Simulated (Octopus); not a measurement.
GaN (P63mc, No. 186): conduction levels under hydrostatic strain

GaN (P63mc, No. 186):
```
CELL_PARAMETERS angstrom
      3.18893     0.00000     0.00000
     -1.59446     2.76169     0.00000
      0.00000     0.00000     5.19236
ATOMIC_POSITIONS crystal
  Ga 0.66667 0.33333 0.49908
  Ga 0.33333 0.66667 0.99908
  N  0.66667 0.33333 0.87592
  N  0.33333 0.66667 0.37592
```
The cell is a database entry, not relaxed again.

Method: LDA in Octopus 16.4; grid spacing about 0.16 Å, Γ-centred 6×6×4 k-mesh, Fermi-Dirac smearing of 0.01 eV, no spin polarisation; PseudoDojo 0.4 LDA potentials. Spin-orbit coupling is left out. The cell is scaled uniformly. Fractional coordinates stay fixed. Energies of the lowest empty band count from each cell's highest valence level among the special points, at Γ; they are Kohn-Sham values at fixed points of the zone.

| scale of the cell | ln(V/V₀) | Γ (eV) | L (eV) | A (eV) |
|---|---|---|---|---|
| 0.955 | -0.1381 | 2.911 | 4.749 | 5.133 |
| 0.965 | -0.1069 | 2.697 | 4.659 | 4.926 |
| 0.975 | -0.0760 | 2.484 | 4.566 | 4.721 |
| 0.985 | -0.0453 | ? | ? | ? |
| 0.995 | -0.0150 | 2.064 | 4.374 | 4.318 |
| 1.000 | 0.0000 | 1.961 | 4.325 | 4.220 |
| 1.010 | 0.0299 | 1.757 | 4.225 | 4.026 |

V₀ is the volume of the database cell.

Task: Fit each column by a quadratic in ln V through the rows shown. Give the volume deformation potentials dE/d ln V at the withheld row, and predict that row.

Result: Fits: Γ: 1.962 −6.87 x +0.1 x²; L: 4.325 −3.30 x −1.6 x²; A: 4.220 −6.54 x +0.5 x², with x = ln(V/V₀). At x = -0.0453 the slopes are −6.9 eV (Γ), −3.1 eV (L), −6.6 eV (A). Predicted against computed: 2.273 against 2.272 eV, 4.471 against 4.471 eV, 4.518 against 4.517 eV.

The lowest of these levels is that at Γ in all rows.
